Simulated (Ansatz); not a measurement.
Theory: DFT PBE, scalar-relativistic, plane waves, PAW (Ansatz). Settings: cutoff 420 eV, Γ-centred meshes spaced at most about 0.3 Å⁻¹, and about 0.25 Å⁻¹ or finer for metals (2π included), Gaussian smearing. No spin polarisation in the final relaxations.

All energies are static (0 K, no zero-point motion).

Compare these two cells of SnBi₃O, each relaxed at this level.

A.

Space group P4/mmm (No. 123). a = 6.159 Å, b = 6.159 Å, c = 4.183 Å, α = 90.00°, β = 90.00°, γ = 90.00°
```
atom  site  symmetry       x       y       z
  Sn    1a     4/mmm  0.0000  0.0000  0.0000
  Bi    2e      mmm.  0.0000  0.5000  0.5000
  Bi    1d     4/mmm  0.5000  0.5000  0.5000
   O    1c     4/mmm  0.5000  0.5000  0.0000
```

B.

Space group P6/mmm (No. 191). a = 6.737 Å, b = 6.737 Å, c = 3.906 Å, α = 90.00°, β = 90.00°, γ = 120.00°
| atom | site | symmetry | x | y | z |
| --- | --- | --- | --- | --- | --- |
| Sn | 1b | 6/mmm | 0.0000 | 0.0000 | 0.5000 |
| Bi | 3g | mmm | 0.5000 | 0.0000 | 0.5000 |
| O | 1a | 6/mmm | 0.0000 | 0.0000 | 0.0000 |

Question: Which would you expect to be lower, and how large is the difference?

Answer: B is lower, by 216 meV/atom. A has space group P4/mmm (No. 123), 31.7 Å³/atom and no gap on its mesh; B has space group P6/mmm (No. 191), 30.7 Å³/atom and no gap. Counting Bi or Sn atoms around O (for each partner element, those within 1.25 times its shortest distance or 1.15 times the sum of covalent radii, where it is the nearest in units of that sum or under 1.3), A and B both have O 2. The denser one is the lower, and pressure would at first widen the difference. Both come from invented guesses. A third cell relaxed alike, in Pm-3m, lies 89 meV/atom below the lower of the two.

These runs have no spin–orbit coupling, which can matter for Bi. A magnetic state wasn't ruled out in cells without spin, among them P4/mmm, P6/mmm. Cells relaxed within their symmetry can be saddle points.
